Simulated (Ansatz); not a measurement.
The calculation used DFT PBE, scalar-relativistic, plane waves, PAW in Ansatz 0.2.0. Settings: cutoff 420 eV, Γ-centred meshes spaced at most about 0.3 Å⁻¹, and about 0.25 Å⁻¹ or finer for metals (2π included), Gaussian smearing. No spin polarisation in the final relaxations.

Temperature and zero-point effects are left out. All come from trial cells, and lower structures may exist.

Question: Which of these relaxed structures of Ge5Br is the lowest in energy?
A.

```
Ge Br
1.0
     5.57111    0.00000    0.00000
    -2.78556    4.82472    0.00000
     0.00000    0.00000    4.84666
Ge Br
5 1
Direct
  0.33333 0.66667 0.50000
  0.00000 0.53321 0.00000
  0.53321 0.00000 0.00000
  0.46679 0.46679 0.00000
  0.66667 0.33333 0.50000
  0.00000 0.00000 0.50000
```

B.

```
Ge Br
1.0
     2.06040   -7.91577    0.00000
     2.06040    7.91577    0.00000
     0.00000    0.00000    4.09590
Ge Br
5 1
Cartesian
  2.0604 2.9556 0.0000
  2.0604 -2.9556 0.0000
  2.0604 0.0000 2.0479
  2.0604 -5.0220 2.0479
  2.0604 5.0220 2.0479
  0.0000 0.0000 0.0000
```

C.

```
Ge Br
1.0
     4.18778    0.00000    0.00000
    -2.09389    3.62672    0.00000
     0.00000    0.00000    9.87601
Ge Br
5 1
Direct
  0.66667 0.33333 0.77482
  0.00000 0.00000 0.64753
  0.66667 0.33333 0.50000
  0.00000 0.00000 0.35247
  0.66667 0.33333 0.22518
  0.00000 0.00000 0.00000
```

D.

```
Ge Br
1.0
     4.54296    0.00000    0.00000
    -2.27148    3.93432    0.00000
     0.00000    0.00000    7.85917
Ge Br
5 1
Direct
  0.66667 0.33333 0.80977
  0.00000 0.00000 0.00000
  0.66667 0.33333 0.19023
  0.33333 0.66667 0.19023
  0.33333 0.66667 0.80977
  0.00000 0.00000 0.50000
```

Answer: C. It has space group P-6m2 (No. 187); the next, D, with space group P6/mmm (No. 191), lies 64 meV/atom higher. Counting Ge atoms around Br (those within 1.25 times the shortest such distance or 1.15 times the sum of covalent radii; a plus sign parts nearer from farther groups; the shortest distance is added where it is long for a bond), the lowest has Br 8 from 3.3 Å and the next has Br 12+2 from 3.6 Å. The next holds Ge–Ge nets (shortest 2.62 Å); in the lowest the shortest Ge–Ge distance is 2.71 Å, near bonding range too. Even the lowest lies +0.19 eV/atom against the elements.

For metals, differences of a few meV/atom aren't resolved. No dispersion correction is applied, so the spacing and binding between layers, chains or molecules are poorly described (P6/mmm, Cmmm), and this can change margins and order among such cells. A magnetic state wasn't ruled out in cells without spin, among them P6/mmm. Cells relaxed within their symmetry can be saddle points. Some types were kept out of the candidates beforehand, so the set may lack a known form.
